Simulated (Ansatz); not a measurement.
# Elastic constants of BN at 8 GPa (stress–strain coefficients): input and output

Computed with DFT LDA, scalar-relativistic, plane waves, PAW (Ansatz).

Launched with:
```bash
ansatz run input.yaml --threads 1 --pin off --max-ram 3072MiB --backend cpu --events-out ev --progress --plain --runs-dir out
```

Input (bare energies are in eV):
```yaml
crystal:
  lattice:
    - [2.5069531345, 0.0, 0.0]
    - [-1.2534765672, 2.1710851006, 0.0]
    - [0.0, 0.0, 4.1488953227]
  atoms:
    - { symbol: B, position: [0.6666666667, 0.3333333333, 0.999623222] }
    - { symbol: B, position: [0.3333333333, 0.6666666667, 0.499623222] }
    - { symbol: "N", position: [0.6666666667, 0.3333333333, 0.625376778] }
    - { symbol: "N", position: [0.3333333333, 0.6666666667, 0.125376778] }
basis:
  ecutwfc: 420
kpoints:
  mp_grid: { grid: [12, 12, 6] }
hamiltonian:
  xc: lda
scf:
  occupations: { method: fixed }
output:
  forces: true
  stress: true
  eigenvalues: true
  polarization: {}
elastic:
  mode: relaxed_ion
  stencil: two_point
```

From the output:
```
--- Elastic constants: 3 strain directions × 2 members + reference (group order 12) ---
  dense FFT box of the reference and of every strained cell: 18×18×30
  strains applied: 11, 33, 23; error gains: componentwise 1.00 (the most a stress slope's error grows in a printed constant), spectral 1.41 (1 for all six strains in a standard setting)
  C = ∂σ_k/∂η_j (tension-positive GPa; Voigt order 11 22 33 23 13 12):
      1036.640    168.356     77.977      0.000      0.000      0.000
       168.356   1036.640     77.977      0.000      0.000     -0.000
        77.437     77.437   1154.475      0.000      0.000      0.000
        -0.000      0.000     -0.000    354.113     -0.000     -0.000
        -0.000     -0.000     -0.000      0.000    354.113      0.000
         0.000      0.000      0.000      0.000      0.000    434.142
  reference stress σ⁰ (GPa):     -7.995     -7.995     -7.998     -0.000      0.000      0.000
  C* (energy form; C + prestress term) asymmetry max|C*_kj − C*_jk| = 5.432e-1 GPa — a small one proves nothing (zero by symmetry where the batch's group is 432, −43m or m−3m); a large one is finite-difference/SCF noise where every solve ...
  moduli (Voigt/Reuss/Hill, GPa): K = 430.59/430.54/430.56   G = 422.07/412.27/417.17   E = 945.99   ν = 0.134
  mechanically stable: yes (min eigenvalue of sym C = 354.11 GPa)
  e, the proper piezoelectric tensor (elastic.mode: relaxed_ion; C/m²; rows x y z; Voigt order 11 22 33 23 13 12):
      -0.00000    0.00000   -0.00000    0.00000   -0.25754   -0.00000
      -0.00000    0.00000    0.00000   -0.25754   -0.00000   -0.00000
      -0.24475   -0.24475    0.77114    0.00000    0.00000   -0.00000
  ±, each entry's uncertainty from the finite density of the strings (C/m²), an estimate: the size of the correction for it that the entry includes:
       0.00000    0.00000    0.00000    0.00000    0.00316    0.00000
       0.00000    0.00000    0.00000    0.00316    0.00000    0.00000
       0.00072    0.00072    0.00025    0.00000    0.00000    0.00000
  the group's symmetry takes up to 6.0e-8 C/m² out of the measured responses: error of the strings' finite density and of the mesh across them, as far as it breaks the symmetry (raise kpoints.mp_grid and any string_points); the largest step ...
  strain η (Voigt 11):  stress-route row diagonal C_11 = 1036.64 GPa, energy-path curvature d²(F+E_count+ΔE)/dδ²/Ω₀ = 1037.06 GPa
         δ    σ_11 (GPa) F (eV) n_scf n_hpsi n_pw
    -2.000e-3     -10.0827       -1052.8521999       2   19639    458   relax 5 steps, max|allowed force component| 8.40e-7 eV/Å
     2.000e-3      -5.9362       -1052.8568095       2   19443    458   relax 4 steps, max|allowed force component| 1.64e-5 eV/Å
  strain η (Voigt 33):  stress-route row diagonal C_33 = 1154.48 GPa, energy-path curvature d²(F+E_count+ΔE)/dδ²/Ω₀ = 1157.12 GPa
         δ    σ_33 (GPa) F (eV) n_scf n_hpsi n_pw
    -2.000e-3     -10.3204       -1052.8521703       2    8646    458   relax 3 steps, max|allowed force component| 1.64e-6 eV/Å
     2.000e-3      -5.7025       -1052.8566999       2    8650    458   relax 3 steps, max|allowed force component| 1.07e-6 eV/Å
  strain η (Voigt 23):  stress-route row diagonal C_44 = 354.11 GPa, energy-path curvature d²(F+E_count+ΔE)/dδ²/Ω₀ = 358.46 GPa
         δ    σ_23 (GPa) F (eV) n_scf n_hpsi n_pw
    -2.000e-3      -0.7082       -1052.8546698       2   27571    458   relax 3 steps, max|allowed force component| 1.09e-5 eV/Å
     2.000e-3       0.7082       -1052.8546698       2   27690    458   relax 3 steps, max|allowed force component| 9.48e-6 eV/Å
--- Formal polarisation (Berry phase): one branch of a lattice of values; only differences between neighbouring runs are physical ---
  axis mesh electronic ionic p = total spread (rad) least overlap resolved gap  δp at fixed H ≤   (phases in cycles; p mod 1; gap in eV; gap and δp judge the states as solved, not the mesh's step, its ...
  b1    12×12×6        -0.00000000     8.00000000     8.00000000      0.000000         0.9643        8.3736           1.2e-6
  b2    12×12×6        -0.00000000     8.00000000     8.00000000      0.000000         0.9643        8.3736           1.2e-6
  b3    12×12×6         0.00274859     8.25150711     8.25425570      0.130664         0.9477        8.3736           6.2e-7
  quantum along a1:   0.11101730 e/Å² =   177.869330 µC/cm²
  quantum along a2:   0.11101730 e/Å² =   177.869330 µC/cm²
  quantum along a3:   0.18372867 e/Å² =   294.365787 µC/cm²
  P = (  0.44406921,   0.76915044,   1.51654344) e/Å² = (  711.477320,  1232.314867,  2429.770472) µC/cm²  (mod the quanta)
```

It took 3.9 min on 1 thread of Intel(R) Xeon(R) Processor @ 2.50GHz (Skylake/Cascade Lake) (shared host), peak memory 0.41 GiB.

This wurtzite form isn't the usual stable structure of the compound at low pressure.